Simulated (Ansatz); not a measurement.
**An elastic constant from a strain scan in Si**

Theory: Ansatz 0.2.0, DFT LDA, scalar-relativistic, plane waves, PAW. Cutoff 420 eV, Γ-centred 22×22×22 k-points, Gaussian smearing of 0.15 eV. No spin polarisation. Energies are free energies at this smearing, counted from the undisturbed cell; pressure is positive in compression.

The undisturbed cell (as given, not relaxed at this level; it stands at -0.3 GPa; this form isn't the usual structure):

```xyz
1
Lattice="-1.6269 1.6269 1.3203 1.6269 -1.6269 1.3203 1.6269 1.6269 -1.3203" Properties=species:S:1:pos:R:3 pbc="T T T"
Si    0.0000    0.0000    0.0000
```

The cell is strained by ε times the Voigt pattern (0, 0, 0, 0, 0, 1) (xx, yy, zz, yz, xz, xy; engineering shear) with fractional coordinates fixed. The cell holds 1 atom in V0 = 13.98 Å³. The stress column is τ = (1/V0) dE/dε, got from the stress tensor σ (compression positive) at each point as −det(1 + εP) σ : P(1 + εP)⁻¹, with P the pattern as a tensor.

```csv
ε,ΔE (meV/atom),τ (GPa)
-0.1312,38.829,-6.428
-0.1125,29.327,-5.278
-0.0937,21.327,-4.551
-0.0750,14.367,-3.904
-0.0562,8.767,-2.914
-0.0375,4.530,-2.387
-0.0187,1.225,-1.471
0.0000,0.000,0.000
0.0187,1.225,1.471
0.0375,4.530,2.387
0.0562,8.767,2.914
0.0750,14.367,3.904
0.0937,21.327,4.551
0.1125,29.327,5.278
0.1312,38.829,6.428
0.1500,?,?
```

Which combination of elastic constants does this scan measure, and how large is it?

For small ε, τ = τ0 + Kε with K = pᵀCp, which for this pattern is C66 in the Cartesian frame shown. The parabola through τ at ε = -0.0187, 0 and 0.0187 has slope K = 79 GPa at zero. The energies per cell, E = NΔE, of the same two points give K = 2[E(ε₊)/ε₊ − E(ε₋)/ε₋]/[(ε₊ − ε₋)V0] = 80 GPa, in agreement.

Predict the withheld row at ε = 0.1500 from the harmonic law, and compare.

ΔE = V0(τ0 ε + Kε²/2)/N = 77.196 meV/atom and τ = 11.80 GPa. The calculation gives 50.617 meV/atom and 8.07 GPa: the energy lies 34 % below the harmonic value.

In a metal these slopes depend on the k mesh and the smearing.